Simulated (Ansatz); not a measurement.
Relaxed-ion elastic tensor of Hf (hcp (Mg type), P6_3/mmc) in GPa (Voigt order), plane-wave PAW LDA (Ansatz code); density 14.23 g/cm³, 20.83 Å³ per atom.

```
      1     2     3     4     5     6
-  ----  ----  ----  ----  ----  ----
1   185  85.8  81.1   0.0   0.0   0.0
2  85.8   185  81.1   0.0   0.0   0.0
3  81.1  81.1   216   0.0   0.0   0.0
4   0.0   0.0   0.0  44.3   0.0   0.0
5   0.0   0.0   0.0   0.0  44.3   0.0
6   0.0   0.0   0.0   0.0   0.0  49.7
```

Q: Is the crystal mechanically stable?

A: Yes: the smallest eigenvalue of C is 44.3 GPa.

Q: Work out the Voigt, Reuss and Hill averages.

A: K_V = 120, K_R = 120, K_H = 120; G_V = 50.2, G_R = 49.4, G_H = 49.8 GPa.

Q: Give Young's modulus, Poisson's ratio, Pugh's ratio and the universal anisotropy index.

A: E = 9KG/(3K + G) = 131 GPa; ν = 0.32; K/G = 2.41 (ductile by the Pugh limit of 1.75); A_U = 5G_V/G_R + K_V/K_R − 6 = 0.09.

Q: Estimate the sound speeds and the Debye temperature.

A: v_l = √((K + 4G/3)/ρ) = 3620 m/s, v_t = √(G/ρ) = 1870 m/s, mean 2090 m/s; Θ = (h/k)(3n/4πV)^(1/3) v_m = 227 K.

Q: How much does each axis shrink under pressure?

A: Linear compressibilities β_i = Σ_j S_ij (j = 1 to 3): x 3.0, y 3.0, z 2.4 per TPa.

Symmetry was held in the LDA relaxation. No spin polarisation was allowed. As this level gives no gap, shear constants depend on the k-mesh and smearing (Fermi–Dirac, 0.1 eV here). On the denser mesh and wider smearing of the elastic run this cell carries a stress of 0.3 GPa. Spin–orbit coupling is left out wherever it is not named.

Potentials: the later of the program's two PAW sets.
